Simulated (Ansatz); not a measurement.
The relaxed structure here is a generated cell of Hf: the first start was made by a random draw of sites in a space group, and the end was not matched to a known phase here, so it may be hypothetical. Known forms of Hf include space group No. 194.

A relaxed cell of Hf (Immm (No. 71)), relaxed on a k-mesh at least as fine as the one used below. Computed with PBEsol (plane waves to 420 eV, PAW, scalar-relativistic; Ansatz, an electronic-structure program). Γ-centred k-mesh 8×6×12 on the run's cell (coarser than for final values), Fermi–Dirac smearing 0.05 eV.

```yaml
crystal:
  lattice:
    - [-1.50095, 2.54655, 4.31174]
    - [3.00189, -5.09309, 8.62348]
    - [1.50095, 2.54655, -4.31174]
  atoms:
    - { symbol: Hf, position: [0.50000, 0.25000, 0.00000] }
    - { symbol: Hf, position: [0.50000, 0.75000, 0.00000] }
    - { symbol: Hf, position: [0.81321, 0.15661, 0.50000] }
    - { symbol: Hf, position: [0.81321, 0.65661, 0.50000] }
    - { symbol: Hf, position: [0.18679, 0.34339, 0.50000] }
    - { symbol: Hf, position: [0.18679, 0.84339, 0.50000] }
```

Every atom was then displaced, and the forces became (eV/Å):

| atom | Fx | Fy | Fz |
|---|---|---|---|
| Hf1 | -0.05 | 1.52 | -0.77 |
| Hf2 | -0.19 | 0.07 | -0.23 |
| Hf3 | 1.35 | -0.28 | -0.12 |
| Hf4 | -1.28 | -0.29 | 0.65 |
| Hf5 | 0.79 | -1.55 | 1.11 |
| Hf6 | -0.61 | 0.54 | -0.64 |

Q: Which atom was moved farthest relative to the others, and in which direction?

A: Hf5, by (0.03, 0.20, -0.07) Å (0.21 Å, mean shift removed); the next is Hf6 with 0.15 Å. Its force makes an angle of 147° with its move.

All displacements (Å):

```tsv
atom	ux	uy	uz
Hf1	-0.045	-0.088	0.039
Hf2	-0.002	-0.064	0.006
Hf3	-0.064	0.007	0.036
Hf4	0.116	0.058	-0.107
Hf5	0.064	0.208	-0.086
Hf6	0.155	-0.068	0.041
```

Q: Estimate the energy cost of the displacement in the harmonic approximation and compare with the calculation.

A: For a harmonic well ΔE = −½ Σ F·u = 0.509 eV a cell, or 85 meV/atom. The calculated energy relative to the undisplaced cell is +0.08 eV/atom, so the harmonic estimate holds well.

The undisplaced cell is probably no minimum: from this displacement the run went on to P6/mmm (No. 191), 0.17 eV/atom below it.

No spin polarisation in the result.
